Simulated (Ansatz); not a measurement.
InSb:
```yaml
crystal:
  lattice:
    - [4.62872, 0.00000, 0.00000]
    - [-2.31436, 4.00859, 0.00000]
    - [0.00000, 0.00000, 15.18297]
  atoms:
    - { symbol: In, position: [0.66667, 0.33333, 0.99993] }
    - { symbol: Sb, position: [0.66667, 0.33333, 0.18767] }
    - { symbol: In, position: [0.00000, 0.00000, 0.25034] }
    - { symbol: Sb, position: [0.00000, 0.00000, 0.43705] }
    - { symbol: In, position: [0.33333, 0.66667, 0.49993] }
    - { symbol: Sb, position: [0.33333, 0.66667, 0.68767] }
    - { symbol: In, position: [0.00000, 0.00000, 0.75034] }
    - { symbol: Sb, position: [0.00000, 0.00000, 0.93705] }
```

Relaxed with r²SCAN. Special points in fractions of this cell's reciprocal vectors: Γ (0.000, 0.000, 0.000); M (0.500, 0.000, 0.000); K (0.333, 0.333, 0.000); A (0.000, 0.000, 0.500); L (0.500, 0.000, 0.500); H (0.333, 0.333, 0.500).

**Question.** List the band energies nearest the Fermi level at these points for r²SCAN in the plane-wave PAW code Ansatz.

**Answer.** In eV from the Fermi level; about four levels below and three above (degenerate sets whole), none deeper than 8.9 eV; points with the same levels are listed once.

```csv
k,below,above
Γ,-0.61 -0.61 -0.11 -0.03 -0.03,0.01 0.64 0.97
M,-1.77 -1.77 -1.76 -1.31 -1.05,0.88 1.12 1.42
K,-2.48 -1.93 -1.93 -1.49,1.85 2.50 2.50
A,-0.23 -0.23 -0.23 -0.23,0.75 0.75 1.17 1.17
L,-1.80 -1.80 -1.29 -1.29,1.33 1.33 1.74 1.74
H,-2.03 -2.03 -1.78 -1.78,2.03 2.03 2.76 2.76
```

Space group P6_3mc. The start of the workflow was typed in or built on a structure type; neither database checked (COD, Materials Project) lists it. It is not the phase usual at ambient conditions (space group No. 216). The r²SCAN relaxation kept the symmetry of its start; its stability against distortions is not shown here. The Fermi level of a semimetal is unsure by some 0.05 eV on such meshes. Spin–orbit coupling is left out wherever it is not named.

Potentials: the later of the program's two PAW sets.
